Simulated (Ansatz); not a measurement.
What DFT gives for TaHPd

```
Pd Ta H
1.0
     3.06305    0.00000    0.00000
     0.00000    3.06305    0.00000
     0.00000    0.00000    7.75457
Pd Ta H
2 2 2
Cartesian
  0.0000 1.5315 6.9791
  1.5315 0.0000 0.7755
  0.0000 1.5315 2.5978
  1.5315 0.0000 5.1568
  0.0000 1.5315 4.7846
  1.5315 0.0000 2.9700
```

Single point in Ansatz 0.2.0 with r2SCAN, no spin polarisation. Cutoff 500 eV, PAW datasets, 11×11×5 Γ-centred k mesh, fermi-dirac filling (width 0.1 eV).

Which atom feels the largest force, and which way?

The largest is on Pd2 (and as large on other atoms): 1.50 eV/Å, components (0.00, 0.00, 1.50). It makes 0° with the line to a nearest neighbour, H6 at 2.19 Å, pointing towards it.

Metal or insulator?

It is a metal, with about 2.3 states/eV a cell as the mean within 0.25 eV of the Fermi level, mostly Ta d (65 %) and Pd d (21 %).

Describe some of the short contacts.

Ta–H at 2.19 Å: least valence density 0.29 e/Å³ and ELF 0.24 there. Pd–H at 2.19 Å: least valence density 0.31 e/Å³ and ELF 0.24 there. Both are smooth PAW fields, read partly inside the augmentation spheres.

Is it stable against the elements?

-0.15 eV an atom against the elements' usual phases (free molecules for gases, crystals otherwise, with no correction for O₂ or N₂), so it is bound against them; other compounds may still compete. Relaxing would lower it.

Is the cell too large or too small?

The pressure is -10.9 GPa (compression positive), so with the atoms held at these fractions the cell would first shrink; the forces are large, so a full relaxation may end otherwise. The principal stresses -12.3, -12.3, -7.9 GPa differ, so its shape would change too.

Origin: a known structure type with other elements, at an estimated volume, so it need not be a known compound.
